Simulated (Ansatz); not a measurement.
This Ansatz input for GdO in the CsCl-type structure was spoiled on purpose:

```yaml
crystal:
  lattice:
    - [2.9944849749, 0.0, 0.0]
    - [0.0, 2.9944849749, 0.0]
    - [0.0, 0.0, 2.9944849749]
  atoms:
    - { symbol: Gd, position: [0.0, 0.0, 0.0], spin: 7.0 }
    - { symbol: O, position: [0.5, 0.5, 0.5] }
basis:
  ecutwfc: 500
  ecutrho_ratio: 4
kpoints:
  mp_grid: { grid: [0, 12, 12] }
hamiltonian:
  xc: r2scan
scf:
  occupations: { method: gaussian, width: 0.05 }
  max_iter: 50
output:
  forces: true
  stress: true
magnetization:
  spin_polarized: true
```

Launched as:
```sh
ansatz run input.yaml --threads 2 --pin off --max-ram 2662MiB --backend cpu --events-out ev --progress --plain --runs-dir out
```

What is wrong with it?

A k-mesh with a zero. Against the sound input: kpoints.mp_grid.grid: [12, 12, 12] → [0, 12, 12] (the cap on iterations is only a precaution).

What the program printed:

```
Error: invalid value for `kpoints.mp_grid.grid`: each dimension must be in 1..=255
```

The input was refused before any iteration. It ran for 0.14 s on 2 threads of Arm Neoverse V2, on a shared host, peak memory 0.083 GiB. The run before the change (r²SCAN, 500 eV, 12×12×12 mesh) gave:

| run | P (GPa) | gap on the mesh (eV) | cell moment (μB) | largest force component (eV/Å) |
| --- | --- | --- | --- | --- |
| sound | -0.1 | metal | 7.46 | 0.000 |

The two runs also differ in their start: the sound one had the moments 7.86, 0.00 μB typed, and went on from the state of an earlier run.

The start was a prototype's sites filled with these elements. The Crystallography Open Database lists the compound in space group F-43m, so this is a trial structure.

Of that run: Without a U the 4f levels of Gd lie too near the Fermi level, so their share of the states there, and what hangs on it, is overstated. The run wasn't fully tested for a lower electronic state. The moments were started parallel, and the real magnetic order may be another.
